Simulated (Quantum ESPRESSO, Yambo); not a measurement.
**Quasiparticle gap of Rb2NaScF6**

Space group Fm-3m (No. 225); a = b = c = 8.749 Å, α = β = γ = 90.00°

```csv
atom,site,symmetry,x,y,z
F,24e,4m.m,0.0000,0.0000,0.2332
Na,4b,m-3m,0.5000,0.5000,0.5000
Sc,4a,m-3m,0.0000,0.0000,0.0000
Rb,8c,-43m,0.2500,0.2500,0.2500
```
(The calculation used a cell of 10 atoms; values per cell refer to that cell.)

The geometry is that of Materials Project entry mp-1113669, symmetrised and not relaxed again.

Starting point: LDA (pw.x of Quantum ESPRESSO, ONCV potentials, no spin-orbit coupling). G0W0 in Yambo: 2×2×2 Γ-centred k mesh, bands 3 to 317 and a 8 Ry block in the screening, 317 bands in G with the Bruneval-Gonze terminator, plasmon pole fitted at 27.2 eV.

The LDA gap along the band path comes out as 6.55 eV, the LDA gap between the mesh's edge points (Γ → Γ) comes out as 6.55 eV and the G0W0 gap between the same points comes out as 10.45 eV.

```csv
k point,band,E LDA (eV),E QP (eV),shift (eV),Z
Γ,VB,0.00,-2.31,-2.31,0.80
Γ,CB,6.55,8.14,1.60,0.89
L,VB,-0.13,-2.46,-2.33,0.80
L,CB,6.96,9.89,2.93,0.81
```

Energies count from the LDA valence-band maximum.

Nearest settings tried, and what they do to the gap: 247 bands in W, 247 bands in G: +22 meV; 6 Ry block (307 vectors against 459): -4 meV; 1×1×1 mesh: -74 meV. So the settings aren't converged at that level. The k mesh is coarse.

The structure is a Materials Project entry; no match was found in the copy of COD used, and its stability was not checked.
